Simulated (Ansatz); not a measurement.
MoSe₂:
```
CELL_PARAMETERS angstrom
      3.24836     0.00000     0.00000
     -1.62418     2.81316     0.00000
      0.00000     0.00000    12.74184
ATOMIC_POSITIONS crystal
  Mo 0.33333 0.66667 0.25000
  Mo 0.66667 0.33333 0.75000
  Se 0.33333 0.66667 0.61993
  Se 0.66667 0.33333 0.11993
  Se 0.66667 0.33333 0.38007
  Se 0.33333 0.66667 0.88007
```

Cartesian axes are those of the cell as given.

**Question.** Give the high-frequency dielectric tensor and the Born effective charge tensors of the independent atoms from DFPT, LDA in the plane-wave PAW code Ansatz.

**Answer.** 
ε∞:
```
16.8  0.00  0.00
0.00  16.8  0.00
0.00  0.00  8.80
```
Z* of atom 1 (Mo), rows: field, columns: displacement, in e:
```
-1.87   0.00   0.00
 0.00  -1.87   0.00
 0.00   0.00  -1.16
```
Z* of atom 3 (Se), rows: field, columns: displacement, in e:
```
0.94  0.00  0.00
0.00  0.94  0.00
0.00  0.00  0.58
```

Space group P6_3/mmc. The LDA relaxation kept the symmetry of its start. No spin polarisation was allowed. A crystal of weakly bound layers computed without a dispersion correction: the cell and the soft elastic constants depend strongly on that. Spin–orbit coupling is left out wherever it is not named.

Potentials: the later of the program's two PAW sets.
